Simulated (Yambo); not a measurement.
Data:

```
AgCl
1.0
    3.84620     0.00000    -0.05277
    0.00000     3.84241     0.00000
   -0.61282     0.00000     5.37958
Cl Ag
2 2
Direct
  0.70844   0.75000   0.26520
  0.29156   0.25000   0.73480
  0.18970   0.25000   0.21920
  0.81030   0.75000   0.78080
```

Workflow: norm-conserving PBEsol (Quantum ESPRESSO, 82 Ry, no spin-orbit coupling), then G0W0 in Yambo (4×4×2 Γ-centred k mesh, bands 9 to 136 and a 7 Ry block in the screening, 136 bands in G with the Bruneval-Gonze terminator, plasmon pole fitted at 27.2 eV).

Question: Give the PBEsol and G0W0 gaps between the band edges found on this mesh, and say where the edges lie.

Answer: Edges: (-0.5, 0, -0.5) → Γ. PBEsol: 0.68 eV; G0W0: 2.16 eV. Nearest settings tried, and what they do to the gap: 92 bands in G: +8 meV; 70 bands in W: +138 meV; 6 Ry block (129 vectors against 167): -23 meV. Not varied: mesh. So the settings aren't converged at that level. Spin-orbit splittings are left out.

Geometry relaxed with PBEsol.

This is not the ordinary phase of the substance; no match was found in the copy of COD used, and its stability was not checked.
